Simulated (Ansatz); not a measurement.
AgCl (rock salt, Fm-3m), the program Ansatz at the PBE level (PAW), all energies at zero smearing, with the estimated change up to a 700 eV cutoff added, with one set of potentials and settings (totals compare only within such a set). Cell of 2 atoms (1 Ag, 1 Cl): -8670.901 eV.

```json
[
 {"element": "Ag", "reference phase": "R-3m, 3 atoms in the cell", "E (eV/atom)": "-7590.5531"},
 {"element": "Cl", "reference phase": "Cmce, 4 atoms in the cell", "E (eV/atom)": "-1079.4982"}
]
```

Formation energy per atom, worked out: (-8670.901 − 1×(-7590.5531) − 1×(-1079.4982))/2 = -0.425 eV/atom (-41 kJ per mol of atoms), at 0 K, without zero-point energy or fitted corrections.

The PBE relaxation kept the symmetry of its start. The run is not spin-polarised. The references are the lowest solids computed at this level, not always the standard phases (solids in place of the gases).

Potentials: the later of the program's two PAW sets.
